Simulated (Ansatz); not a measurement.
input.yaml

```yaml
crystal:
  lattice:
    - [3.17, 0.0, 0.0]
    - [-1.585, 2.74530053, 0.0]
    - [0.0, 0.0, 3.533]
  atoms:
    - { symbol: Zr, position: [0.0, 0.0, 0.0] }
    - { symbol: B, position: [0.3333333333, 0.6666666667, 0.5] }
    - { symbol: B, position: [0.6666666667, 0.3333333333, 0.5] }
basis:
  ecutwfc: 420
kpoints:
  mp_grid: { grid: [18, 18, 12] }
hamiltonian:
  xc: pbe
scf:
  occupations: { method: gaussian, width: 0.1 }
output:
  forces: true
  stress: true
  eigenvalues: true
  write_density: true
  write_potential: true
  elf: true
  volumetric_format: npy
relax:
  adjacent_minimum: "off"
  f_tol: 0.005
  max_steps: 80
  cell: { stress_tol: 0.05 }
```

Command:
```bash
ansatz run input.yaml --threads 1 --pin off --max-ram 2560MiB --backend cpu --events-out ev --progress --plain --runs-dir out
```

Level of theory: Ansatz 0.2.0, DFT PBE, scalar-relativistic, plane waves, PAW.

Part of what the program printed, abridged (iterations and final results):

```
SCF iter   1: F=—  HF=-4498.721974 eV  |F-HF|=—  |Δ(HF+E_count)|=         —  Δρ=1.55e-3  dr2=6.53e-4  ethr=1.77e-3  ⟨swp⟩=4.8  Hψ=16381  notcnv=0
SCF iter   2: F=—  HF=-4498.721923 eV  |F-HF|=—  |Δ(HF+E_count)|=   5.18e-5  Δρ=9.42e-4  dr2=3.49e-4  ethr=3.63e-6  ⟨swp⟩=2.3  Hψ=7281  notcnv=0
SCF iter   3: F=—  HF=-4498.721899 eV  |F-HF|=—  |Δ(HF+E_count)|=   2.37e-5  Δρ=4.05e-4  dr2=4.33e-5  ethr=1.94e-6  ⟨swp⟩=2.0  Hψ=4689  notcnv=0
SCF iter   4: F=—  HF=-4498.721896 eV  |F-HF|=—  |Δ(HF+E_count)|=   2.91e-6  Δρ=1.28e-4  dr2=2.86e-6  ethr=2.41e-7  ⟨swp⟩=2.9  Hψ=5711  notcnv=0
SCF iter   5: F=—  HF=-4498.721896 eV  |F-HF|=—  |Δ(HF+E_count)|=   4.67e-7  Δρ=7.61e-5  dr2=1.24e-6  ethr=1.59e-8  ⟨swp⟩=2.0  Hψ=5698  notcnv=0
SCF iter   6: F=—  HF=-4498.721895 eV  |F-HF|=—  |Δ(HF+E_count)|=   4.45e-7  Δρ=2.75e-5  dr2=1.58e-7  ethr=6.89e-9  ⟨swp⟩=2.7  Hψ=5650  notcnv=0
SCF iter   7: F=-4498.721895 eV  HF=-4498.721895 eV  |F-HF|=8.65e-9  |Δ(HF+E_count)|=   5.84e-8  Δρ=7.66e-6  dr2=1.14e-8  ethr=5.56e-10  ⟨swp⟩=7.1  Hψ=17152  notcnv=0
SCF 1 converged in 7 iterations: F = -4498.721895 eV  dr2 = 1.14e-8
relax step   1: F+E_penalty+E_count = -4498.72189502 eV  Δ(F+E_penalty+E_count) = +0.000e0 eV  max|allowed force component| = 5.551e-17 eV/Å  Δτ_max = 0.0000 Å  P = +0.760 GPa  Ω = 30.746 Å³  (7 SCF iters, dr2 threshold 1.00e-7 eV, accepted)
Crystal: 3 atoms, lattice volume = 30.918 Å³
Initial density: handed on by an earlier stage of this run
Initial wavefunctions: those handed on with the density
SCF iter   1: F=—  HF=-4498.721793 eV  |F-HF|=—  |Δ(HF+E_count)|=         —  Δρ=5.34e-4  dr2=1.54e-4  ethr=8.66e-7  ⟨swp⟩=2.0  Hψ=22355  notcnv=0
SCF iter   2: F=—  HF=-4498.721767 eV  |F-HF|=—  |Δ(HF+E_count)|=   2.64e-5  Δρ=1.72e-4  dr2=9.11e-6  ethr=8.56e-7  ⟨swp⟩=2.3  Hψ=4431  notcnv=0
SCF iter   3: F=-4498.721764 eV  HF=-4498.721764 eV  |F-HF|=3.23e-8  |Δ(HF+E_count)|=   2.39e-6  Δρ=4.12e-5  dr2=2.42e-7  ethr=5.06e-8  ⟨swp⟩=2.2  Hψ=4298  notcnv=0
SCF iter   4: F=-4498.721764 eV  HF=-4498.721764 eV  |F-HF|=1.22e-9  |Δ(HF+E_count)|=   3.69e-9  Δρ=4.23e-6  dr2=4.02e-9  ethr=1.34e-9  ⟨swp⟩=2.2  Hψ=5395  notcnv=0
SCF iter   5: F=-4498.721764 eV  HF=-4498.721764 eV  |F-HF|=1.09e-11  |Δ(HF+E_count)|=  1.84e-10  Δρ=4.89e-7  dr2=1.98e-11  ethr=2.23e-11  ⟨swp⟩=2.1  Hψ=4836  notcnv=0
SCF iter   6: F=-4498.721764 eV  HF=-4498.721764 eV  |F-HF|=9.09e-13  |Δ(HF+E_count)|=  1.73e-11  Δρ=6.30e-8  dr2=5.62e-13  ethr=1.00e-12  ⟨swp⟩=4.1  Hψ=14259  notcnv=0
SCF 2 converged in 6 iterations: F = -4498.721764 eV  dr2 = 5.62e-13
relax step   2: F+E_penalty+E_count = -4498.72176448 eV  Δ(F+E_penalty+E_count) = +1.305e-4 eV  max|allowed force component| = 5.181e-16 eV/Å  Δτ_max = 0.0000 Å  P = -0.507 GPa  Ω = 30.918 Å³  energy of the carried Pulay correction = -2.177e-4 eV  (6 SCF iters, dr2 threshold 3.00e-7 eV, accepted)
Crystal: 3 atoms, lattice volume = 30.850 Å³
SCF iter   1: F=—  HF=-4498.722090 eV  |F-HF|=—  |Δ(HF+E_count)|=         —  Δρ=2.33e-4  dr2=2.25e-5  ethr=1.14e-7  ⟨swp⟩=2.8  Hψ=22272  notcnv=0
SCF iter   2: F=—  HF=-4498.722098 eV  |F-HF|=—  |Δ(HF+E_count)|=   7.83e-6  Δρ=8.28e-5  dr2=1.45e-6  ethr=1.14e-7  ⟨swp⟩=2.6  Hψ=4940  notcnv=0
SCF iter   3: F=-4498.722098 eV  HF=-4498.722098 eV  |F-HF|=2.16e-9  |Δ(HF+E_count)|=   2.79e-7  Δρ=2.07e-5  dr2=4.99e-8  ethr=8.07e-9  ⟨swp⟩=2.2  Hψ=4217  notcnv=0
SCF iter   4: F=-4498.722098 eV  HF=-4498.722098 eV  |F-HF|=3.27e-11  |Δ(HF+E_count)|=   4.17e-9  Δρ=1.09e-6  dr2=1.52e-10  ethr=2.77e-10  ⟨swp⟩=1.8  Hψ=4300  notcnv=0
SCF iter   5: F=-4498.722098 eV  HF=-4498.722098 eV  |F-HF|=0.00e0  |Δ(HF+E_count)|=  3.82e-11  Δρ=1.48e-7  dr2=4.52e-12  ethr=1.00e-12  ⟨swp⟩=2.3  Hψ=5738  notcnv=0
SCF iter   6: F=-4498.722098 eV  HF=-4498.722098 eV  |F-HF|=9.09e-13  |Δ(HF+E_count)|=    0.00e0  Δρ=2.93e-8  dr2=1.53e-13  ethr=1.00e-12  ⟨swp⟩=3.9  Hψ=13460  notcnv=0
SCF 3 converged in 6 iterations: F = -4498.722098 eV  dr2 = 1.53e-13
relax step   3: F+E_penalty+E_count = -4498.72209781 eV  Δ(F+E_penalty+E_count) = -3.333e-4 eV  max|allowed force component| = 5.489e-16 eV/Å  Δτ_max = 0.0000 Å  P = -0.026 GPa  Ω = 30.850 Å³  energy of the carried Pulay correction = -1.309e-4 eV  (6 SCF iters, dr2 threshold 3.00e-7 eV, accepted)
Initial wavefunctions: pseudopotential atomic-orbital guess (no wavefunctions were taken with the density)
SCF iter   1: F=—  HF=-4498.722219 eV  |F-HF|=—  |Δ(HF+E_count)|=         —  Δρ=9.46e-6  dr2=2.90e-9  ethr=6.09e-8  ⟨swp⟩=3.0  Hψ=25905  notcnv=0
SCF iter   2: F=—  HF=-4498.722233 eV  |F-HF|=—  |Δ(HF+E_count)|=   1.44e-5  Δρ=4.81e-6  dr2=7.80e-10  ethr=1.61e-11  ⟨swp⟩=2.5  Hψ=6011  notcnv=0
SCF iter   3: F=—  HF=-4498.722233 eV  |F-HF|=—  |Δ(HF+E_count)|=   4.82e-9  Δρ=8.17e-7  dr2=1.53e-10  ethr=4.33e-12  ⟨swp⟩=2.0  Hψ=5698  notcnv=0
SCF iter   4: F=-4498.722233 eV  HF=-4498.722233 eV  |F-HF|=8.19e-12  |Δ(HF+E_count)|=  1.82e-11  Δρ=2.79e-7  dr2=1.61e-11  ethr=1.00e-12  ⟨swp⟩=2.9  Hψ=5621  notcnv=0
SCF iter   5: F=-4498.722233 eV  HF=-4498.722233 eV  |F-HF|=0.00e0  |Δ(HF+E_count)|=    0.00e0  Δρ=1.45e-8  dr2=3.93e-14  ethr=1.00e-12  ⟨swp⟩=1.0  Hψ=3367  notcnv=0
SCF iter   6: F=-4498.722233 eV  HF=-4498.722233 eV  |F-HF|=9.09e-13  |Δ(HF+E_count)|=    0.00e0  Δρ=7.20e-9  dr2=1.70e-14  ethr=1.00e-12  ⟨swp⟩=1.0  Hψ=3367  notcnv=0
SCF iter   7: F=-4498.722233 eV  HF=-4498.722233 eV  |F-HF|=0.00e0  |Δ(HF+E_count)|=  1.82e-12  Δρ=1.61e-9  dr2=4.44e-16  ethr=1.00e-12  ⟨swp⟩=1.0  Hψ=3367  notcnv=0
SCF iter   8: F=-4498.722233 eV  HF=-4498.722233 eV  |F-HF|=9.09e-13  |Δ(HF+E_count)|=  1.82e-12  Δρ=6.43e-10  dr2=1.67e-16  ethr=1.00e-12  ⟨swp⟩=2.0  Hψ=9583  notcnv=0
SCF 4 converged in 8 iterations: F = -4498.722233 eV  dr2 = 1.67e-16
SCF converged after 8 iterations
Free energy (F): -4498.722233 eV
Harris-Foulkes:  -4498.722233 eV  (|F-HF|=9.09e-13)
Internal energy: -4498.721104 eV  (E = F + TS)
E sigma→0 (E₀):  -4498.721669 eV
Entropy (-TS):   -0.001129 eV (-0.376 meV/atom)
Fermi energy:    15.793553 eV
--- Per-component energies (eV) ---
  E_band       = -26.260403
  E_kinetic    = 434.888814
  E_local      = -558.271428  (includes V_loc(G=0)·N_el)
  E_nonlocal   = 100.555977
  E_hartree    = 176.530022
  E_xc         = -228.860624
  E_vxc        = -271.225127  (∫ρ·V_xc dr)
  E_paw        = -3110.879553  (= ΣΔE_a)
  E_vpaw       = -85.268700  (= ΣTr[D̂ρ^β])
  E_aug_tail   = 0.000016  (compensation charges beyond the density's cutoff)
  E_ewald      = -1312.684329
  E_smearing   = -0.001129  (= −TS)
--- Forces (eV/Å), atoms counted from 1 ---
  atom   1  Zr     0.00000000     0.00000000     0.00000000
  atom   2  B      0.00000000     0.00000000     0.00000000
  atom   3  B      0.00000000     0.00000000     0.00000000
--- Stress (GPa, compression-positive) ---
       -0.034040       0.000000       0.000000
        0.000000      -0.034040       0.000000
        0.000000       0.000000       0.004000
  P = ⅓ Tr σ = -0.0214 GPa (-0.214 kbar)
--- Band table (eV; the first three rows and the last of 259) ---
  k-point 0: bands = ["-32.8992", "-11.0887", "-10.5342", "-10.5342", "3.0194", "13.1293", "13.1293", "13.1579", "13.3734", "19.1222", "19.1222", "19.8789", "19.8789"]
  k-point 1: bands = ["-32.8980", "-11.1135", "-10.5326", "-10.5326", "3.1215", "12.3727", "13.1942", "13.1942", "14.1247", "18.5850", "18.5850", "19.6668", "19.6668"]
  k-point 2: bands = ["-32.8946", "-11.1804", "-10.5280", "-10.5280", "3.4138", "11.4588", "13.3862", "13.3862", "14.9601", "17.7602", "17.7602", "19.1044", "19.1044"]
  k-point 258: bands = ["-32.7519", "-11.1708", "-11.1336", "-11.1336", "7.0079", "7.0079", "10.8077", "13.0683", "13.0683", "19.7886", "21.7155", "21.7155", "22.2641"]
--- Relaxed structure (3 steps of the walk, 3 accepted, 1 SCFs on fresh bases) ---
  F+E_penalty+E_count = -4498.72223310 eV   max|allowed force component| = 6.291e-16 eV/Å   (the final SCF, on the basis selected at the relaxed cell)
  cell:  # Å, volume = 30.8504 Å³
    - [3.17133087, 0.0, 0.0]
    - [-1.58566543, 2.74645310, 0.0]
    - [0.0, 0.0, 3.54198298]
  atoms:
    - { symbol: Zr, position: [0.0, 0.0, 0.0] }
    - { symbol: B, position: [0.33333333, 0.66666666, 0.5] }
    - { symbol: B, position: [0.66666666, 0.33333333, 0.5] }
```

The relaxation met its thresholds.

The run took 31 s on 1 thread of Arm Neoverse V1, on a shared host, peak memory 0.4 GiB.